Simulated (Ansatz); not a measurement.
Input:

B4C:
```
B4C
1.0
    4.37616     2.79698     0.00000
   -4.37616     2.79698     0.00000
   -2.43083     0.00000     4.42055
B C
12 3
Cartesian
 -2.10696   2.79698   3.70192
  0.25047   1.89666   2.14272
  0.25047   3.69729   2.14272
 -2.70193   3.70570   2.23065
 -2.70193   1.88825   2.23065
 -2.13200   2.79698   0.79830
 -0.31046   2.79698   3.58878
 -1.18546   1.37446   3.07130
 -1.18546   4.21949   3.07130
 -1.25859   4.23314   1.32265
 -1.25859   1.36081   1.32265
 -6.77582   2.79698   4.37221
 -0.39883   2.79698   0.77358
 -5.43191   2.79698   3.89707
  3.06845   2.79698   0.45960
```

This is the r²SCAN-relaxed structure. Cartesian axes are those of the cell as given.

### Question
All from DFT-r²SCAN in the program Ansatz with PAW potentials, unless another level is named. Give the Born charges (a third of the trace).

### Answer
B -0.20 to +2.40, C -1.88 to -0.71 e.

### Question
Predict the static dielectric constant ε0 (ions relaxed, cell fixed).

### Answer
7.25 (xx), 8.19 (yy), 8.00 (zz).

### Question
And the electronic dielectric constant ε∞ (DFPT)?

### Answer
6.83 (xx), 6.81 (yy), 6.68 (zz).

### Question
Give the Bader charges.

### Answer
B +0.09 to +2.10, C -2.66 to -2.07 e.

Space group Cm. The workflow started from a Materials Project entry (that database holds measured and hypothetical structures alike); the Crystallography Open Database copy checked does not list it. Its standing as an ambient phase is unchecked. The cell was relaxed with r²SCAN under the symmetry of its start; of distortions, only those at the zone centre were tested.

Potentials: the earlier of the program's two PAW sets.
